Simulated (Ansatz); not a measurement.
GaAs:
```
CELL_PARAMETERS angstrom
      0.00000     2.87225     2.87225
      2.87225     0.00000     2.87225
      2.87225     2.87225     0.00000
ATOMIC_POSITIONS crystal
  Ga 0.00000 0.00000 0.00000
  As 0.25000 0.25000 0.25000
```

PBE in the plane-wave PAW code Ansatz gives a gap of 0.16 eV without spin–orbit coupling, maximum at Γ, minimum at Γ.

Q: What happens when spin–orbit coupling is switched on?

A: The gap falls by 0.10 eV, to 0.06 eV; maximum at Γ, minimum at Γ.

Q: How large is the spin–orbit splitting of the valence top at Γ?

A: The fourfold level lies 0.33 eV above the split-off pair.

Space group F-43m (zinc blende). Symmetry was held in the PBE relaxation.

Potentials: the later of the program's two PAW sets.
